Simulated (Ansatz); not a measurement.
Data:

TaO2:
```cif
data_O4Ta2
_chemical_formula_sum 'Ta2 O4'
_space_group_name_H-M_alt 'P 1'
_space_group_IT_number 1
_cell_length_a 4.95134
_cell_length_b 4.95134
_cell_length_c 2.84965
_cell_angle_alpha 90.000
_cell_angle_beta 90.000
_cell_angle_gamma 90.000
loop_
_space_group_symop_operation_xyz
  'x, y, z'
loop_
_atom_site_label
_atom_site_type_symbol
_atom_site_fract_x
_atom_site_fract_y
_atom_site_fract_z
_atom_site_occupancy
Ta1 Ta 0.00000 0.00000 0.50000 1
Ta2 Ta 0.50000 0.50000 0.00000 1
O1 O 0.71353 0.28647 0.50000 1
O2 O 0.28647 0.71353 0.50000 1
O3 O 0.21353 0.21353 0.00000 1
O4 O 0.78647 0.78647 0.00000 1
```

This is the PBEsol-relaxed structure.

Task: All from plane-wave PAW PBEsol (Ansatz code), unless another level is named. Give the Young's modulus.

Result: 291 GPa.

Task: Next, the highest zone-centre frequency?

Result: 688 cm⁻¹.

Space group P4_2/mnm (rutile). The first step of the workflow began from a Materials Project structure, measured or hypothetical; the Crystallography Open Database copy checked does not list it. Its standing as an ambient phase is unchecked. Symmetry was held in the PBEsol relaxation; of distortions, only those at the zone centre were tested. The run is not spin-polarised. As this level gives no gap, phonon frequencies hold no LO–TO term and depend on the k-mesh and smearing (Fermi–Dirac, 0.1 eV here). On the denser mesh and wider smearing of the elastic run this cell carries a stress of 0.5 GPa. Scalar-relativistic: spin–orbit coupling is off unless named, which matters more the heavier the elements.

Potentials: the later of the program's two PAW sets.
